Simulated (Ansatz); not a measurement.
CdTe:
```cif
data_Cd3Te3
_chemical_formula_sum 'Cd3 Te3'
_space_group_name_H-M_alt 'P 1'
_space_group_IT_number 1
_cell_length_a 4.56116
_cell_length_b 4.56116
_cell_length_c 10.46920
_cell_angle_alpha 90.000
_cell_angle_beta 90.000
_cell_angle_gamma 120.000
loop_
_space_group_symop_operation_xyz
  'x, y, z'
loop_
_atom_site_label
_atom_site_type_symbol
_atom_site_fract_x
_atom_site_fract_y
_atom_site_fract_z
_atom_site_occupancy
Cd1 Cd 0.50038 0.00000 0.33333 1
Cd2 Cd 0.00000 0.50038 0.66667 1
Cd3 Cd 0.49962 0.49962 0.00000 1
Te1 Te 0.50017 0.00000 0.83333 1
Te2 Te 0.00000 0.50017 0.16667 1
Te3 Te 0.49983 0.49983 0.50000 1
```

Relaxed with r²SCAN.

Task: Which orbitals make up the states near the band edges in r²SCAN (plane waves, PAW; program Ansatz)?

Result: Top 1 eV of the valence band: Te 5p 91 %. Bottom 1 eV of the conduction band: Cd 5s 55 %, Te 5p 24 %, Te 5s 17 %. Projections are on Löwdin-orthogonalised atomic valence shells; empty p or d shells of many metals are not among them.

Task: Tabulate the density of states.

Result: States/eV per cell of 6 atoms, in 0.25 eV bins, energy from the valence-band maximum.

```tsv
E (eV)	total	Te 5p	Cd 5s	Te 5s
-7.85	0.00	0.00	0.00	0.00
-7.60	0.00	0.00	0.00	0.00
-7.35	0.00	0.00	0.00	0.00
-7.10	0.00	0.00	0.00	0.00
-6.85	0.00	0.00	0.00	0.00
-6.60	0.00	0.00	0.00	0.00
-6.35	0.00	0.00	0.00	0.00
-6.10	0.00	0.00	0.00	0.00
-5.85	0.00	0.00	0.00	0.00
-5.60	0.00	0.00	0.00	0.00
-5.35	0.00	0.00	0.00	0.00
-5.10	0.00	0.00	0.00	0.00
-4.85	1.60	0.97	0.55	0.02
-4.60	4.47	2.66	1.57	0.09
-4.35	4.68	2.80	1.57	0.15
-4.10	1.79	1.13	0.49	0.09
-3.85	1.79	1.17	0.42	0.12
-3.60	4.44	3.03	1.04	0.20
-3.35	3.16	2.25	0.66	0.12
-3.10	1.55	1.13	0.27	0.08
-2.85	2.55	2.02	0.32	0.08
-2.60	2.95	2.51	0.21	0.06
-2.35	3.85	3.38	0.16	0.06
-2.10	4.66	4.07	0.23	0.06
-1.85	4.40	3.87	0.21	0.04
-1.60	6.25	5.61	0.19	0.04
-1.35	5.86	5.34	0.11	0.03
-1.10	6.33	5.82	0.08	0.02
-0.85	6.39	5.82	0.10	0.03
-0.60	3.92	3.58	0.05	0.02
-0.35	1.12	1.02	0.01	0.00
-0.10	0.23	0.21	0.00	0.00
0.15	0.00	0.00	0.00	0.00
0.40	0.00	0.00	0.00	0.00
0.65	0.00	0.00	0.00	0.00
0.90	0.01	0.00	0.01	0.00
1.15	0.03	0.01	0.02	0.01
1.40	0.10	0.02	0.05	0.02
1.65	0.63	0.18	0.34	0.05
1.90	2.85	0.84	1.41	0.16
2.15	3.54	1.05	1.75	0.24
2.40	1.58	0.46	0.71	0.07
2.65	2.88	0.89	1.16	0.08
2.90	5.88	1.87	2.45	0.18
3.15	3.03	0.95	1.10	0.04
3.40	3.35	0.82	0.96	0.04
3.65	3.02	0.38	0.41	0.02
3.90	3.62	0.39	0.37	0.01
4.15	3.06	0.25	0.24	0.01
4.40	4.68	0.26	0.19	0.02
4.65	1.48	0.09	0.08	0.00
4.90	3.23	0.14	0.12	0.01
5.15	5.99	0.23	0.19	0.02
5.40	3.62	0.16	0.14	0.01
```

Space group P6_422. The first step of the workflow began from a Materials Project structure, measured or hypothetical; the Crystallography Open Database copy checked does not list it. It is not the phase usual at ambient conditions (space group No. 216). Symmetry was held in the r²SCAN relaxation; its stability against distortions is not shown here. Spin–orbit coupling is left out wherever it is not named.

Potentials: the later of the program's two PAW sets.
